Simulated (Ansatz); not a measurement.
BeTe:
```yaml
crystal:
  lattice:
    - [0.00000, 2.83191, 2.83191]
    - [2.83191, 0.00000, 2.83191]
    - [2.83191, 2.83191, 0.00000]
  atoms:
    - { symbol: Te, position: [0.75000, 0.75000, 0.75000] }
    - { symbol: Be, position: [0.00000, 0.00000, 0.00000] }
```

Relaxed with PBE. Special points in fractions of this cell's reciprocal vectors: Γ (0.000, 0.000, 0.000); X (0.500, 0.000, 0.500); U (0.625, 0.250, 0.625); K (0.375, 0.375, 0.750); L (0.500, 0.500, 0.500); W (0.500, 0.250, 0.750).

List the band energies nearest the valence-band maximum at these points for PBE (plane waves, PAW; program Ansatz).

In eV from the valence-band maximum; about four levels below and three above (degenerate sets whole), none deeper than 8.9 eV; points with the same levels are listed once.

| k | below | above |
|---|---|---|
| Γ | 0.00 0.00 0.00 | 3.64 3.64 3.64 |
| X | -5.02 -2.58 -2.58 | 2.03 2.70 9.63 9.63 |
| U | -4.67 -3.78 -2.17 | 2.74 5.27 7.85 |
| L | -5.42 -1.10 -1.10 | 3.04 4.62 4.62 |
| W | -4.50 -3.60 -3.12 | 5.30 5.54 5.59 |

Space group F-43m (zinc blende). The PBE relaxation kept the symmetry of its start; of distortions, only those at the zone centre were tested. Spin–orbit coupling is left out wherever it is not named.

Potentials: the later of the program's two PAW sets.
